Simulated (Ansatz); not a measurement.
Relaxed-ion elastic tensor of NbRu (CsCl type, Pm-3m) in GPa (Voigt order), PBEsol in the plane-wave PAW code Ansatz; density 10.41 g/cm³, 15.47 Å³ per atom.

```
 175   293   293   0.0   0.0   0.0
 293   175   293   0.0   0.0   0.0
 293   293   175   0.0   0.0   0.0
 0.0   0.0   0.0  74.0   0.0   0.0
 0.0   0.0   0.0   0.0  74.0   0.0
 0.0   0.0   0.0   0.0   0.0  74.0
```

**Question.** Is the crystal mechanically stable?

**Answer.** No: the smallest eigenvalue of C is -118 GPa.

The workflow started from an entry of the Crystallography Open Database (COD), which files this formula under 2 space groups. Its standing as an ambient phase is unchecked. Symmetry was held in the PBEsol relaxation. At this level the phase is mechanically unstable. The run is not spin-polarised. As this level gives no gap, shear constants depend on the k-mesh and smearing (Fermi–Dirac, 0.1 eV here). On the denser mesh and wider smearing of the elastic run this cell carries a stress of 0.3 GPa.

Potentials: the later of the program's two PAW sets.
